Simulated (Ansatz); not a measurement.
Given:

SbTePd:
```
SbTePd
1.0
    6.48177     0.00000     0.00000
    0.00000     6.48177     0.00000
    0.00000     0.00000     6.48177
Pd Sb Te
4 4 4
Direct
  0.00289   0.00289   0.00289
  0.49711   0.99711   0.50289
  0.50289   0.49711   0.99711
  0.99711   0.50289   0.49711
  0.62868   0.62868   0.62868
  0.87132   0.37132   0.12868
  0.12868   0.87132   0.37132
  0.37132   0.12868   0.87132
  0.37266   0.37266   0.37266
  0.12734   0.62734   0.87266
  0.87266   0.12734   0.62734
  0.62734   0.87266   0.12734
```

This is the LDA-relaxed structure.

Question: All from LDA in the plane-wave PAW code Ansatz, unless another level is named. Give the electronic character.

Answer: metallic (no gap).

Question: Next, the density of states at the Fermi level?

Answer: 0.43 states/eV per atom (mean over ±0.08 eV).

Question: Predict the formation energy from the elements (no fitted shifts).

Answer: -0.40 eV/atom.

Space group P2_13. The workflow started from an entry of the Crystallography Open Database (COD). Its standing as an ambient phase is unchecked. Symmetry was held in the LDA relaxation; of distortions, only those at the zone centre were tested. No spin polarisation was allowed. The references are the lowest solids computed at this level, not always the standard phases. Scalar-relativistic: spin–orbit coupling is off unless named, which matters more the heavier the elements.

Potentials: the later of the program's two PAW sets.
